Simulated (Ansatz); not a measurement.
The start is a generated trial cell of V in the dhcp structure type. Cell shape, volume and atoms are optimised at zero target pressure with PBEsol (plane waves to 420 eV, PAW, scalar-relativistic; Ansatz, a program for electronic structure). The first steps use a coarse 14×14×4 k-mesh.

Starting cell:
```
CELL_PARAMETERS angstrom
      2.70396     0.00000     0.00000
     -1.35198     2.34170     0.00000
      0.00000     0.00000     8.70001
ATOMIC_POSITIONS crystal
  V  0.00000 0.00000 0.00000
  V  0.00000 0.00000 0.50000
  V  0.33333 0.66667 0.25000
  V  0.66667 0.33333 0.75000
```
Spin-polarised start, with parallel moments on V.

Question: What pressure does the first self-consistent step give?

Answer: -5.4 GPa (negative: the cell is under tension).

Question: How much energy is released per atom?

Answer: 0.02 eV/atom.

Question: How does the volume per atom move from start to end?

Answer: -3.2 %, from 13.77 to 13.33 Å³/atom.

Question: How do the shortest distances between atoms change?

Answer: The closest pairs of elements (up to four, under 3.6 Å), start → end: V–V 2.68 → 2.59 Å.

Question: Is the relaxed structure metallic? Give its gap.

Answer: No gap (metallic).

The space group stays P6₃/mmc (No. 194) (the run could not lower it); the end is AFLOW prototype A_hP4_194_ac (A3', as in La), with 4 atoms in the primitive cell. Final values are on a 20×20×5 k-mesh of the relaxed cell. No spin polarisation in the result: the starting moments vanished.

The run could not lower the symmetry of its start; a shaken copy of this end point relaxes with PBEsol to Im-3m (No. 229), 0.25 eV/atom lower.

The relaxed structure here is a generated cell of V: the first start was made by placing the elements on the sites of a structure type, and the end was not matched to a known phase here, so it may be hypothetical. Known forms of V include space group No. 229.
